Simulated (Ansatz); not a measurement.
## Pt: energy along a strain

Pt, P6_3/mmc, a = 2.761 Å, c = 4.792 Å (as given, not relaxed at this level: -6.4 GPa). This isn't the element's structure at ambient conditions. Ansatz: r2SCAN, PAW, 500 eV, Γ-centred 18×18×10 mesh on 2 atoms, Gaussian smearing 0.15 eV; no spin polarisation. Cell vectors (Å): 2.761 0.000 0.000; -1.380 2.391 0.000; 0.000 0.000 4.792. The cell is strained by x per cent times the pattern (1 1 0 0 0 0) in the order xx yy zz yz xz xy (engineering shears), with fractional coordinates held. y is the free energy over the start, V0 = 15.815 Å³/atom. Points with a strain past 8.5 % were computed too (3) and aren't used here.

| x (%) | y (meV/atom) |
| --- | --- |
| -7.50 | 350.98 |
| -5.00 | 110.20 |
| -2.50 | 5.42 |
| 0.00 | 0.00 |
| 2.50 | 65.68 |
| 5.00 | ? |
| 7.50 | 327.56 |

Problem. Fit y = c1 x + c2 x² + c3 x³ to the other rows, get the stiffness along the pattern, and predict the missing energy.

Solution. Least squares on the rows shown. y = 14.594 x + 6.0155 x² − 0.28631 x³. The clamped-ion stiffness p·C·p = 2 × 60.16 eV × 160.2 / 15.815 Å³ = 1219 GPa (second derivative at the start, which stands under stress). With a term in x⁴ added, the coefficient of x² becomes 5.623, 7 % less, which shows how far this figure hangs on the form. At x = 5.00 the fit asked for gives 187.57 meV/atom. The run gave 180.44 meV/atom, so the fit is 7.13 meV/atom too high, 2 % of the span of the series, against an rms of 2.30 meV/atom on the fitted rows. With a term in x⁴ added, a fit to the same known rows predicts 179.93 meV/atom, so most of the miss is curvature that the known rows already hold.

Spin–orbit coupling is left out, which can shift energies with elements as heavy as these.